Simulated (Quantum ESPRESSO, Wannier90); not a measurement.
# Wannierisation of MoS2 (R3m)

```yaml
crystal:
  lattice:
    - [-1.59215, 2.75768, 0.00000]
    - [-3.18430, 0.00000, 0.00000]
    - [-1.59215, 0.91923, 6.48210]
  atoms:
    - { symbol: Mo, position: [0.00022, 0.00022, 0.99934] }
    - { symbol: S, position: [0.58706, 0.58706, 0.23881] }
    - { symbol: S, position: [0.74670, 0.74670, 0.75991] }
```

Cell from Materials Project (mp-1434), symmetrised, no further relaxation. COD (Crystallography Open Database) has the formula in 3 space groups, this one among them (matched by group alone). Level: PBEsol, no spin polarisation, no spin-orbit coupling; pw.x of Quantum ESPRESSO at 64 Ry with PseudoDojo potentials, 12×12×12 k-points, Wannier90. Density: 12×12×12 mesh, cold smearing 0.01 Ry. The cell is built of weakly bound layers, chains or molecules, whose nearest atoms lie 3.85 Å apart. Database cells relaxed without dispersion often hold them too far apart, which can enlarge gaps and weakens couplings between them; spacing and stacking were not compared with the measured crystal.

Base run: 11 functions from bands 7-27 of the 27 computed, start hydrogen-like Mo: d; S: p, centres 0.05 Å off the atoms, frozen window up to 2.57 eV relative to the valence-band maximum, outer window open. One thing is changed at a time; window edges are relative to the valence-band maximum. The misfit compares interpolated bands with pw.x on a high-symmetry path, for states up to 2.1 eV relative to the valence-band maximum. Converged means that the tolerances were met: symmetric starts can stop on a saddle, which shows as a larger Ω_OD at equal Ω_I and can move the misfit too.

```csv
setting,functions,frozen to (eV),Ω_I (Å²),Ω_D (Å²),Ω_OD (Å²),rms misfit (meV),worst (meV),ended
base,11,2.57,17.17,0.03,0.91,0.5,6.9,converged
```

Starting from this base row, predict which settings stop with an error, and how Ω_I and the misfit move in the others: frozen window to 1.57 eV; frozen window to 3.57 eV; frozen window to -0.43 eV; frozen window to 6.00 eV; no frozen window; outer window to 3.31 eV; outer window to 9.31 eV.


```
setting                    functions  frozen to (eV)  Ω_I (Å²)  Ω_D (Å²)  Ω_OD (Å²)  rms misfit (meV)  worst (meV)                               ended
-------------------------  ---------  --------------  --------  --------  ---------  ----------------  -----------  ----------------------------------
frozen window to 1.57 eV          11            1.57     15.95      0.02       0.71                39          374                           converged
frozen window to 3.57 eV          11            3.57     17.94      0.03       1.06               0.2          1.0                           converged
frozen window to -0.43 eV         11           -0.43     15.36      0.01       0.64                95          536                           converged
frozen window to 6.00 eV          11            6.00         –         –          –                 –            –       stops: too many frozen states
no frozen window                  11            none     12.96      0.00       0.25               674         1622                           converged
outer window to 3.31 eV           11            2.57         –         –          –                 –            –  stops: too few bands in the window
outer window to 9.31 eV           11            2.57     17.58      0.03       0.97               0.2          1.3                           converged
```
